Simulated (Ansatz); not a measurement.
A: LaTl (CsCl type), a = b = c = 3.9944 Å, α = β = γ = 90.00°
B: ZnCu (CsCl type), a = b = c = 2.9638 Å, α = β = γ = 90.00°
C: AlRu (CsCl type), a = b = c = 3.004 Å, α = β = γ = 90.00°

Scan: energy against volume (even scaling of the relaxed cell, symmetry kept). All come from one method, each on a k mesh of its own. AlRu is run without spin polarisation. All were relaxed with their symmetry unable to fall. LaTl is run without spin polarisation. Spin-orbit coupling is left out. ZnCu is run without spin polarisation.

Task: Put the candidates in order of bulk modulus (fitted), lowest first, for PBE (plane waves to 420 eV, PAW, scalar-relativistic; Ansatz, a first-principles code).

Result: A (46.7 GPa), B (115 GPa), C (203 GPa)

(A scan under strain: stresses follow from slopes of the energy per volume, elastic moduli from its curvatures.)
